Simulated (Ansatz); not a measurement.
An Ansatz (an electronic-structure program) input:

Ansatz 0.2 input:
```yaml
crystal:
  lattice:
    - [3.9956050525, 0.0, 0.0]
    - [0.0, 3.9956050525, 0.0]
    - [0.0, 0.0, 3.9956050525]
  atoms:
    - { symbol: Ga, position: [0.0, 0.0, 0.0] }
    - { symbol: Ru, position: [0.0, 0.5, 0.5] }
    - { symbol: Ru, position: [0.5, 0.0, 0.5] }
    - { symbol: Ru, position: [0.5, 0.5, 0.0] }
    - { symbol: C, position: [0.5, 0.5, 0.5] }
kpoints:
  mp_grid: { grid: [8, 8, 8] }
  band_path:
    path:
      - [[0.0, 0.0, 0.0], [0.0, 0.5, 0.0], [0.5, 0.5, 0.0], [0.0, 0.0, 0.0], [0.5, 0.5, 0.5], [0.0, 0.5, 0.0]]  # Γ-X-M-Γ-R-X
      - [[0.5, 0.5, 0.5], [0.5, 0.5, 0.0]]  # R-M
    npoints: 12
hamiltonian:
  xc: r2scan
  pseudopotentials: { kind: paw }
magnetization: { noncollinear: true, spin_orbit: true }
scf:
  n_extra_bands: 13
  convergence: { dr2_threshold: 0.0000000001 }
  occupations: { method: gaussian, width: 0.05 }
output: { eigenvalues: true }
```

**Question.** How many symmetry operations and irreducible k-points will the run report?

**Answer.** 48 operations, 35 of 512 k-points.

**Question.** With a cutoff of 500 eV, how many plane waves at Γ?

**Answer.** 1647.

It took about 2.8 core-minutes (a rough figure) on shared server cores.

Space group Pm-3m (anti-perovskite). The start of the workflow was typed in or built on a structure type; neither database checked (COD, Materials Project) lists it. Its standing as an ambient phase is unchecked. The cell was relaxed with r²SCAN under the symmetry of its start; whether a distortion lowers the energy is not shown. No spin polarisation was allowed.

Potentials: the later of the program's two PAW sets.

Ansatz is a plane-wave DFT program.
